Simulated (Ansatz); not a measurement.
Input:

Sn2Au:
```
CELL_PARAMETERS angstrom
      6.92539     0.00000     0.00000
      0.00000     7.04970     0.00000
      0.00000     0.00000    11.79716
ATOMIC_POSITIONS crystal
  Sn 0.62822 0.52897 0.32680
  Sn 0.37178 0.47103 0.67320
  Sn 0.87178 0.47103 0.82680
  Sn 0.12822 0.52897 0.17320
  Sn 0.12822 0.97103 0.67320
  Sn 0.87178 0.02897 0.32680
  Sn 0.37178 0.02897 0.17320
  Sn 0.62822 0.97103 0.82680
  Sn 0.85166 0.25199 0.08854
  Sn 0.14834 0.74801 0.91146
  Sn 0.64834 0.74801 0.58854
  Sn 0.35166 0.25199 0.41146
  Sn 0.35166 0.24801 0.91146
  Sn 0.64834 0.75199 0.08854
  Sn 0.14834 0.75199 0.41146
  Sn 0.85166 0.24801 0.58854
  Au 0.51301 0.89325 0.38377
  Au 0.48699 0.10675 0.61623
  Au 0.98699 0.10675 0.88377
  Au 0.01301 0.89325 0.11623
  Au 0.01301 0.60675 0.61623
  Au 0.98699 0.39325 0.38377
  Au 0.48699 0.39325 0.11623
  Au 0.51301 0.60675 0.88377
```

This is the PBEsol-relaxed structure.

### Question
All from PBEsol (plane waves, PAW; program Ansatz), unless another level is named. Predict the density of states at the Fermi level.

### Answer
0.32 states/eV per atom (mean over ±0.08 eV).

### Question
Next, the formation energy from the elements (no fitted shifts)?

### Answer
-0.16 eV/atom.

Space group Pbca. The first step of the workflow began from a Materials Project structure, measured or hypothetical; the Crystallography Open Database files this formula in space group No. 61, but the cells were not matched. Its standing as an ambient phase is unchecked. The cell was relaxed with PBEsol under the symmetry of its start; whether a distortion lowers the energy is not shown. The references are the lowest solids computed at this level, not always the standard phases. Spin–orbit coupling is left out wherever it is not named.

Potentials: the later of the program's two PAW sets.
